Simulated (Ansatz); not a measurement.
# Mg2CdS4, a known structure type with other elements, at an estimated volume

```yaml
crystal:
  lattice:
    - [0.00000, 5.66711, 0.00000]
    - [5.66711, 0.00000, 0.00000]
    - [2.83356, 2.83356, -5.25562]
  atoms:
    - { symbol: S, position: [0.37000, 0.38000, 0.74000] }
    - { symbol: S, position: [0.62000, 0.11000, 0.26000] }
    - { symbol: S, position: [0.89000, 0.88000, 0.74000] }
    - { symbol: S, position: [0.12000, 0.63000, 0.26000] }
    - { symbol: Cd, position: [0.50000, 0.50000, 0.00000] }
    - { symbol: Mg, position: [0.75000, 0.25000, 0.50000] }
    - { symbol: Mg, position: [0.00000, 0.00000, 0.00000] }
```

The numbers come from plane-wave PAW DFT (Ansatz): PBE, no spin polarisation, 420 eV, 7×7×7 Γ-centred k points, fermi-dirac occupations (width 0.1 eV). Nothing was relaxed.

How is the charge shared?

Bader charges in e: Mg +1.62, Cd +0.84, S -1.02. In the mean Mg gives up most and S takes most.

Is it stable against the elements?

-0.54 eV an atom against the elements' usual phases (free molecules for gases, crystals otherwise, with no correction for O₂ or N₂), so it is bound against them; other compounds may still compete. Relaxing would lower it.

Where is the largest force?

The largest is on S1 (and as large on other atoms): 0.43 eV/Å, components (0.21, -0.22, 0.31). It makes 114° with the line to a nearest neighbour, Mg7 at 2.39 Å.

Is the cell too large or too small?

The pressure is 3.7 GPa (compression positive), so with the atoms held at these fractions the cell would first expand.

What happens at the Fermi level?

It is a metal, with about 8.3 states/eV a cell as the mean within 0.25 eV of the Fermi level, mostly S p (96 %).

Origin: a known structure type with other elements, at an estimated volume, so it need not be a known compound. Caveats: many states at the Fermi level without spin polarisation, so a magnetic state may lie lower.
